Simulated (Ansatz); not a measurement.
HfB2:
```
HfB2
1.0
    3.14499     0.00000     0.00000
   -1.57249     2.72364     0.00000
    0.00000     0.00000     3.48747
Hf B
1 2
Direct
  0.00000   0.00000   0.00000
  0.33333   0.66667   0.50000
  0.66667   0.33333   0.50000
```

Relaxed with PBE. Special points in fractions of this cell's reciprocal vectors: Γ (0.000, 0.000, 0.000); M (0.500, 0.000, 0.000); K (0.333, 0.333, 0.000); A (0.000, 0.000, 0.500); L (0.500, 0.000, 0.500); H (0.333, 0.333, 0.500).

Problem. List the band energies nearest the Fermi level at these points for DFT-PBE in the program Ansatz with PAW potentials.

Solution. In eV from the Fermi level; about four levels below and three above (degenerate sets whole), none deeper than 8.9 eV; points with the same levels are listed once.

```csv
k,below,above
Γ,-3.04 -2.94 -2.94 -2.79,3.93 3.93 4.56 4.56
M,-4.17 -3.43 -2.90,2.10 2.65 5.46
K,-8.29 -8.29 -7.76 -2.62 -2.62,1.68 1.68 3.38
A,-8.39 -1.20 -1.20,0.26 0.26 0.93 0.93
L,-7.50 -5.00 -4.74 -2.73,3.96 4.06 6.14
H,-5.54 -3.21 -3.21,4.36 5.34 6.81 6.81
```

Space group P6/mmm. The PBE relaxation kept the symmetry of its start. The run is not spin-polarised. Spin–orbit coupling is left out wherever it is not named.

Potentials: the later of the program's two PAW sets.
